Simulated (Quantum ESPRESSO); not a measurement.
Space group P4mm (No. 99); a = 3.990 Å, b = 3.990 Å, c = 4.103 Å, α = 90.00°, β = 90.00°, γ = 90.00°

```tsv
atom	site	symmetry	x	y	z
O	2c	2mm.	0.0000	0.5000	0.0642
O	1a	4mm	0.0000	0.0000	0.5490
Ti	1a	4mm	0.0000	0.0000	0.1000
Ba	1b	4mm	0.5000	0.5000	0.5825
```

The geometry is that of Materials Project entry mp-5986, symmetrised and not relaxed again.

Task: What does PBEsol (pw.x of Quantum ESPRESSO, ONCV potentials, with spin-orbit coupling) give for the electronic structure near the Fermi level?

Result: The PBEsol gap is indirect, 1.81 eV, from A to Γ; the smallest direct gap is 2.20 eV.
